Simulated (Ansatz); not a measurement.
CdSe (zinc blende), relaxed and computed with several functionals in Ansatz (plane waves, PAW).

```json
[
 {"functional": "r²SCAN", "a (Å)": "6.133", "gap (eV)": "1.04", "B₀ by P(V) fit (GPa)": "51.5"},
 {"functional": "HSE06", "a (Å)": "6.144", "gap (eV)": "1.47", "B₀ by P(V) fit (GPa)": "50.4"},
 {"functional": "PBE", "a (Å)": "6.196", "gap (eV)": "0.49", "B₀ by P(V) fit (GPa)": "44.7"}
]
```

All cells were relaxed under the symmetry of their starts (and spin orders); stability against distortions was not tested throughout. Spin–orbit coupling is left out wherever it is not named.

Potentials: the later of the program's two PAW sets.

Ansatz (a program for electronic structure) is a plane-wave DFT program.
